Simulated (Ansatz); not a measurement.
**Cost of a DFT run on Na8CeSi6O18**

```yaml
crystal:
  lattice:
    - [5.221, 3.0143457554, 4.4053333333]
    - [-5.221, 3.0143457554, 4.4053333333]
    - [0.0, -6.0286915109, 4.4053333333]
  atoms:
    - { symbol: Na, position: [0.5, 0.0, 0.5] }
    - { symbol: Na, position: [0.5, 0.5, 0.0] }
    - { symbol: Na, position: [0.0, 0.5, 0.5] }
    - { symbol: Na, position: [0.5, 0.0, 0.0] }
    - { symbol: Na, position: [0.0, 0.5, 0.0] }
    - { symbol: Na, position: [0.0, 0.0, 0.5] }
    - { symbol: Na, position: [0.2496378956, 0.2496378956, 0.2496378956] }
    - { symbol: Na, position: [0.7503621044, 0.7503621044, 0.7503621044] }
    - { symbol: Ce, position: [0.5, 0.5, 0.5] }
    - { symbol: Si, position: [0.2175843415, 0.2175843415, 0.7673927474] }
    - { symbol: Si, position: [0.7673927474, 0.2175843415, 0.2175843415] }
    - { symbol: Si, position: [0.2175843415, 0.7673927474, 0.2175843415] }
    - { symbol: Si, position: [0.2326072526, 0.7824156585, 0.7824156585] }
    - { symbol: Si, position: [0.7824156585, 0.7824156585, 0.2326072526] }
    - { symbol: Si, position: [0.7824156585, 0.2326072526, 0.7824156585] }
    - { symbol: O, position: [0.2980013693, 0.2980013693, 0.5786870141] }
    - { symbol: O, position: [0.5786870141, 0.2980013693, 0.2980013693] }
    - { symbol: O, position: [0.2980013693, 0.5786870141, 0.2980013693] }
    - { symbol: O, position: [0.4213129859, 0.7019986307, 0.7019986307] }
    - { symbol: O, position: [0.7019986307, 0.7019986307, 0.4213129859] }
    - { symbol: O, position: [0.7019986307, 0.4213129859, 0.7019986307] }
    - { symbol: O, position: [0.2907942479, 0.2907942479, 0.9492674505] }
    - { symbol: O, position: [0.9492674505, 0.2907942479, 0.2907942479] }
    - { symbol: O, position: [0.2907942479, 0.9492674505, 0.2907942479] }
    - { symbol: O, position: [0.0507325495, 0.7092057521, 0.7092057521] }
    - { symbol: O, position: [0.7092057521, 0.7092057521, 0.0507325495] }
    - { symbol: O, position: [0.7092057521, 0.0507325495, 0.7092057521] }
    - { symbol: O, position: [0.2525535653, 0.0, 0.7474464347] }
    - { symbol: O, position: [0.7474464347, 0.2525535653, 0.0] }
    - { symbol: O, position: [0.0, 0.7474464347, 0.2525535653] }
    - { symbol: O, position: [0.7474464347, 0.0, 0.2525535653] }
    - { symbol: O, position: [0.2525535653, 0.7474464347, 0.0] }
    - { symbol: O, position: [0.0, 0.2525535653, 0.7474464347] }
kpoints:
  mp_grid: { grid: [3, 3, 3] }
scf:
  occupations: { method: fixed }
hamiltonian:
  xc: pbe
  pseudopotentials: { kind: paw }
output:
  forces: true
dielectric:
  field_mesh: kpoints
```

```sh
ansatz run input.yaml --threads 4 --pin off --max-ram 8192MiB --backend cpu --events-out ev --progress --plain --runs-dir out
```

It runs on 4 threads of Arm Neoverse V1 (aarch64; 8 cores open to the job, memory cap 8.0 GiB, no GPU), a shared host with a load of 0.5 a core.

(1) Estimate the wall time and the peak memory.

Results:

(1) About 4.6 min of wall time (17 min of CPU time) and 3 GiB. The run holds 216 valence electrons in 141 bands, about 8151 plane waves a k-point and 10 irreducible k-points, and took 12 SCF iterations, followed by the linear response to a field. Times on a shared host vary by tens of per cent.
